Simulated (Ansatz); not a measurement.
**Zone-centre phonons of Zr$_{3}$S: input and output**

Computed with DFT PBE, scalar-relativistic, plane waves, PAW (Ansatz).

Launched with:
```bash
ansatz run input.yaml --threads 4 --pin off --max-ram 12288MiB --backend cpu --events-out ev --progress --plain --runs-dir out
```

Input (bare energies are in eV):
```yaml
crystal:
  lattice:
    - [5.9306111457, 0.0, 0.0]
    - [-2.9653055729, 5.1360599122, 0.0]
    - [0.0, 0.0, 5.7319814682]
  atoms:
    - { symbol: Zr, position: [0.3192782334, 0.0, 0.0] }
    - { symbol: Zr, position: [0.3192782334, 0.3192782334, 0.5] }
    - { symbol: Zr, position: [0.0, 0.3192782334, 0.0] }
    - { symbol: Zr, position: [0.6807217666, 0.0, 0.5] }
    - { symbol: Zr, position: [0.6807217666, 0.6807217666, 0.0] }
    - { symbol: Zr, position: [0.0, 0.6807217666, 0.5] }
    - { symbol: S, position: [0.3333333333, 0.6666666667, 0.25] }
    - { symbol: S, position: [0.6666666667, 0.3333333333, 0.75] }
basis:
  ecutwfc: 420
kpoints:
  mp_grid: { grid: [6, 6, 6] }
hamiltonian:
  xc: pbe
scf:
  occupations: { method: fermi_dirac, width: 0.15 }
output:
  eigenvalues: true
phonons:
  method: dfpt
  eigenvectors: true
```

The end of the output:
```
--- Phonons (Γ-DFPT): 5 representative perturbations + reference, on 112 of 216 k-points (Σ response iterations 17) ---
  k mesh reduced under 1 symmetry operation, with k and −k counted as one. Each operation leaves every solved perturbation unchanged. A smaller set is not used because it would not reduce the number of displacements ...
  ASR residual: 9.525e-4 → 0.000e0 eV/Å²; symmetrization residual: 4.927e-6 eV/Å²
  ASR residual per site (eV/Å²): 9.53e-4 9.46e-4 9.46e-4 9.53e-4 9.46e-4 9.46e-4 4.81e-5 4.81e-5
  Γ frequencies (cm⁻¹): 0.00 0.00 0.00 59.06 59.06 97.40 97.40 110.23 113.80 113.80 125.61 133.90 152.85 152.85 162.83 175.13 175.13 224.89 396.22 396.22 399.96 406.70 406.70 421.13
  non-analytic LO–TO correction: not included (Born effective charges unavailable; polar crystals: no LO–TO splitting at Γ)
```

It took 5.2 min on 4 threads of AMD EPYC 7R43 64-Core Processor (Zen 3), on a shared host, peak memory 3.7 GiB.

The cell was built by swapping an element in a database structure (itself possibly hypothetical) and relaxing; it need not be the stable form of this composition. In a metal, frequencies and elastic constants depend on the k mesh and the smearing, soft modes and shear constants most. A semilocal functional can close a gap that the real compound has.